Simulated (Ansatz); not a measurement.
The start is a generated cell, SiNi placed in the NbAs structure type. Cell shape, volume and atoms are optimised at zero target pressure with PBEsol (plane waves to 420 eV, PAW, scalar-relativistic; Ansatz, a first-principles code). The first steps use a coarse 11×11×11 k-mesh.

Starting cell:
```yaml
crystal:
  lattice:
    - [-1.52065, 1.52065, 5.14818]
    - [1.52065, -1.52065, 5.14818]
    - [1.52065, 1.52065, -5.14818]
  atoms:
    - { symbol: Ni, position: [0.50000, 0.50000, 0.00000] }
    - { symbol: Ni, position: [0.25000, 0.75000, 0.50000] }
    - { symbol: Si, position: [0.91600, 0.91600, 0.00000] }
    - { symbol: Si, position: [0.66600, 0.16600, 0.50000] }
```
Spin-polarised start, with parallel moments on Ni.

### Question
What is the largest force in the starting geometry, and on which atom (counted from 1)?

### Answer
About 0.2 eV/Å, on Ni1, Ni2, Si3, Si4 (atoms numbered as listed).

### Question
By how much does the energy per atom fall from start to end?

### Answer
0.08 eV/atom.

### Question
How do the shortest distances between atoms change?

### Answer
The closest pairs of elements (up to four, under 3.6 Å), start → end: Ni–Si 2.29 → 2.36 Å; Ni–Ni 2.99 → 2.64 Å; Si–Si 2.99 → 2.64 Å.

### Question
What band gap does the relaxed structure have at this level?

### Answer
Zero (metallic).

### Question
Give the final cell and atomic positions.

### Answer

```cif
data_Ni4Si4
_chemical_formula_sum 'Ni4 Si4'
_space_group_name_H-M_alt 'I41md'
_space_group_IT_number 109
_space_group_name_Hall 'I 4bw -2'
_cell_length_a 2.63527
_cell_length_b 2.63527
_cell_length_c 13.67871
_cell_angle_alpha 90.000
_cell_angle_beta 90.000
_cell_angle_gamma 90.000
loop_
_atom_site_label
_atom_site_type_symbol
_atom_site_symmetry_multiplicity
_atom_site_Wyckoff_symbol
_atom_site_fract_x
_atom_site_fract_y
_atom_site_fract_z
_atom_site_occupancy
Ni1 Ni 4 a 0.00000 0.00000 0.76082 1
Si1 Si 4 a 0.00000 0.00000 0.15518 1
```
(The calculation used a cell of 4 atoms; values per cell refer to that cell.)

The space group stays I4₁md (No. 109) (the run could not lower it), with 4 atoms in the primitive cell. Final values are on a 18×18×18 k-mesh of the relaxed cell. No spin polarisation in the result: the starting moments vanished. A magnetic state may lie lower.

The run could not lose the symmetry of its start: the end is stationary, and may be a saddle point rather than a minimum.

The relaxed structure here is a generated cell of SiNi: the first start was made by placing the elements on the sites of a structure type, and the end was not matched to a known phase here, so it may be hypothetical. Known forms of SiNi include space group No. 62.
